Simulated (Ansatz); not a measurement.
## Two Ansatz runs on La3AlN

Structure from Materials Project entry mp-4505 (possibly hypothetical), not relaxed further.

First run: DFT, LDA, all-electron LAPW, scalar-relativistic (Ansatz 0.2.0).

Command: `ansatz run input.yaml --threads 2 --pin off --max-ram 6144MiB --backend cpu --events-out ev --progress --plain --runs-dir out` The run took 62 s on 2 threads of Arm Neoverse V2 (shared host).

```yaml
crystal:
  lattice:
    - [5.0975180767, 0.0, 0.0]
    - [0.0, 5.0975180767, 0.0]
    - [0.0, 0.0, 5.0975180767]
  atoms:
    - { symbol: La, position: [0.5, 0.5, 0.0] }
    - { symbol: La, position: [0.0, 0.5, 0.5] }
    - { symbol: La, position: [0.5, 0.0, 0.5] }
    - { symbol: Al, position: [0.0, 0.0, 0.0] }
    - { symbol: "N", position: [0.5, 0.5, 0.5] }
kpoints:
  mp_grid: { grid: [6, 6, 6] }
  band_path:
    path:
      - [0.0, 0.0, 0.0]
      - [0.0, 0.5, 0.0]
      - [0.5, 0.5, 0.0]
      - [0.0, 0.0, 0.0]
      - [0.5, 0.5, 0.5]
      - [0.0, 0.5, 0.0]
      - [0.5, 0.5, 0.5]
      - [0.5, 0.5, 0.0]
    npoints: 14
scf:
  occupations: { method: fermi_dirac, width: 0.08 }
hamiltonian:
  xc: lda
  pseudopotentials: { kind: all_electron, lapw: { basis_error: 0.001 } }
output:
  forces: true
  stress: true
  eigenvalues: true
  populations: true
  dos: { projected: true, de: 0.2, e_range: [-14, 8] }
```

Result: converged; pressure -4.37 GPa; 11 SCF iterations.

Spin–orbit coupling is left out, though it moves levels of the heavy atoms by tenths of an eV or more.

The input is then changed:

```diff
@@ -11,5 +11,5 @@
     - { symbol: "N", position: [0.5, 0.5, 0.5] }
 kpoints:
-  mp_grid: { grid: [6, 6, 6] }
+  mp_grid: { grid: [3, 3, 3] }
   band_path:
     path:
@@ -25,4 +25,5 @@
 scf:
   occupations: { method: fermi_dirac, width: 0.08 }
+  mixing: { preconditioner: resta }
 hamiltonian:
   xc: lda
@@ -33,4 +34,3 @@
   eigenvalues: true
   populations: true
-  dos: { projected: true, de: 0.2, e_range: [-14, 8] }
```

Question: What does the second run give?

Answer: It converged; energy at zero smearing +2.1 meV/atom from the first run; pressure -4.12 GPa; 10 SCF iterations. Some of these settings are too coarse for converged properties.

The results part of its log:

```
SCF 1 converged in 10 iterations: F = -700870.148952 eV  dr2 = 1.41e-8
NSCF: frozen V_eff on 99 k-points
SCF converged after 10 iterations
Free energy (F): -700870.148952 eV
Harris-Foulkes:  -700870.148952 eV  (|F-HF|=1.41e-8)
Internal energy: -700870.093364 eV  (E = F + TS)
E sigma→0 (E₀):  -700870.121158 eV
Entropy (-TS):   -0.055588 eV (-11.118 meV/atom)
Fermi energy:    13.107567 eV
--- Per-component energies (eV) ---
  E_band       = -8420.502851
  E_kinetic    = 747797.676710
  E_xc         = -16782.263008
  E_electrostatic = -1431885.507066  (all electrons and nuclei)
  E_smearing   = -0.055588  (= −TS)
  E_closure    = 0.000000  (closes the sum)
  E_atoms      = -700836.359731  (free atoms, spherical and without spin; not in F)
  Σ components = -700870.148952   (vs F -700870.148952, Δ=0.00e0)
  Basis errors (estimates in eV, not in F): energy 4.1e-4 per atom: plane waves 3.8e-4 (2.2e-4 summed), levels above the bands 1.6e-12, relativity 7.9e-9, radial functions 3.4e-5, core shells 9.3e-9; eigenvalues (radial functions only) 1.9e-6; not estimated: angular momenta, meshes, grids; target (lapw.basis_error) 1.0e-3; muffin-tin radii N 1.173 Å, Al 1.376 Å, La 1.376 Å
--- Forces (eV/Å), atoms counted from 1 ---
  atom   1  La     0.00000000     0.00000000    -0.00000000
  atom   2  La     0.00000000    -0.00000000     0.00000000
  atom   3  La     0.00000000    -0.00000000    -0.00000000
  atom   4  Al    -0.00000000     0.00000000     0.00000000
  atom   5  N      0.00000000    -0.00000000     0.00000000
  max |Σ_I F_I| component: 1.32e-29 eV/Å
--- Stress (GPa, compression-positive) ---
       -4.119622      -0.000000       0.000000
       -0.000000      -4.119622       0.000000
        0.000000       0.000000      -4.119622
  P = ⅓ Tr σ = -4.1196 GPa (-41.196 kbar)
--- Band table (eV) ---
  k-point 0: bands = ["-359.5798", "-245.3633", "-245.3633", "-245.3633", "-179.2619", "-179.2619", "-179.2619", "-179.2619", "-179.2619", "-179.2619", "-179.1706", "-179.1706", "-179.1706", "-88.8751", "-83.6418", "-83.6418", "-83.6417", "-83.6376", "-83.6376", "-83.6376", "-83.5859", "-83.5859", "-83.5859", "-83.5857", "-83.5857", "-83.5857", "-83.5509", "-83.5508", "-83.5508", "-51.0759", "-51.0759", "-51.0759", "-19.6756", "-19.3483", "-19.3483", "-3.9787", "-3.9787", "-3.9787", "-3.0412", "-3.0412", "-3.0412", "-2.6467", "-2.6467", "-2.6467", "-0.4330", "7.8161", "11.5057", "11.5057", "11.5057", "12.0820", "12.0820", "12.1435", "12.1435", "12.1435", "13.8721", "13.8721", "13.8721", "14.6199", "15.0204", "15.0204", "15.0204", "15.2288", "15.2288"]
  k-point 1: bands = ["-359.5798", "-245.3633", "-245.3633", "-245.3633", "-179.2619", "-179.2619", "-179.2619", "-179.2619", "-179.2619", "-179.2619", "-179.1706", "-179.1706", "-179.1706", "-88.8751", "-83.6418", "-83.6418", "-83.6417", "-83.6376", "-83.6376", "-83.6376", "-83.5859", "-83.5858", "-83.5858", "-83.5857", "-83.5857", "-83.5857", "-83.5509", "-83.5508", "-83.5508", "-51.0759", "-51.0759", "-51.0759", "-19.6076", "-19.4174", "-19.3474", "-3.9437", "-3.8244", "-3.8244", "-3.2083", "-3.1322", "-3.1322", "-3.0754", "-2.7494", "-2.7494", "0.5179", "8.5160", "9.9351", "11.2015", "11.2911", "11.2911", "12.4071", "12.4568", "12.4568", "13.0448", "13.9584", "14.0720", "14.0720", "14.2020", "14.9275", "14.9275", "14.9277", "15.0094", "15.1603"]
  k-point 2: bands = ["-359.5798", "-245.3633", "-245.3633", "-245.3633", "-179.2619", "-179.2619", "-179.2619", "-179.2619", "-179.2619", "-179.2619", "-179.1706", "-179.1706", "-179.1706", "-88.8751", "-83.6418", "-83.6418", "-83.6417", "-83.6376", "-83.6376", "-83.6376", "-83.5858", "-83.5858", "-83.5858", "-83.5858", "-83.5857", "-83.5857", "-83.5508", "-83.5508", "-83.5508", "-51.0759", "-51.0759", "-51.0759", "-19.5498", "-19.4287", "-19.3916", "-4.5063", "-3.6434", "-3.6309", "-3.3549", "-3.1772", "-3.1488", "-2.9510", "-2.8062", "-2.6338", "1.1446", "8.8870", "9.6715", "9.7240", "11.0756", "11.6220", "11.9498", "12.0359", "13.2781", "13.4462", "13.6695", "14.2729", "14.7049", "14.7762", "14.8984", "14.9246", "14.9702", "14.9888", "15.0419"]
  k-point 3: bands = ["-359.5798", "-245.3633", "-245.3633", "-245.3633", "-179.2619", "-179.2619", "-179.2619", "-179.2619", "-179.2619", "-179.2619", "-179.1706", "-179.1706", "-179.1706", "-88.8751", "-83.6418", "-83.6418", "-83.6417", "-83.6376", "-83.6376", "-83.6376", "-83.5858", "-83.5858", "-83.5858", "-83.5858", "-83.5858", "-83.5857", "-83.5508", "-83.5508", "-83.5508", "-51.0759", "-51.0759", "-51.0759", "-19.5103", "-19.4275", "-19.4275", "-5.0231", "-3.6510", "-3.6218", "-3.6218", "-2.9577", "-2.9577", "-2.7231", "-2.6387", "-2.6387", "1.6425", "8.6869", "9.3996", "9.4734", "9.4734", "11.6760", "12.6831", "12.6831", "13.7274", "13.7274", "14.1499", "14.4720", "14.4720", "14.8094", "14.8095", "14.8872", "14.8872", "14.9972", "14.9972"]
--- Löwdin populations: 5 sites ---
  site symbol       q [e]
     0     La     56.6353
     1     La     56.6353
     2     La     56.6353
     3     Al     13.4547
     4      N      7.5738
  spilling = 0.000344 (of n_electrons = 191.000000)
```
